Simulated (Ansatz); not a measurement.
A relaxed database cell of MgZn₂: Fd-3m, origin choice 1 (No. 227), cF24, cubic Laves (MgCu2 type); a = 7.254 Å, b = 7.254 Å, c = 7.254 Å, α = 90.00°, β = 90.00°, γ = 90.00°; Mg 8b (0.500, 0.500, 0.500); Zn 16c (0.125, 0.125, 0.125). Method: PBEsol (plane waves to 420 eV, PAW, scalar-relativistic; Ansatz, a quantum-chemistry and plane-wave program). Element references, the lowest calculated here: Mg (P6₃/mmc), Zn (P6₃/mmc).

**Question.** Predict the formation energy of this Fd-3m form of MgZn2 from the elements from PBEsol.

**Answer.** -0.14 eV/atom.

A lower structure of this composition may exist. Known forms of MgZn2 include space group No. 194.

Static energies, no anion corrections, no zero-point energy. Values are rounded to 0.01 eV/atom. Not shown to be the ambient phase of their composition (a lower form may be missing, and a cell relaxed within its start's symmetry can be a saddle point): MgZn2 (Fd-3m). The compounds carry no spin polarisation.
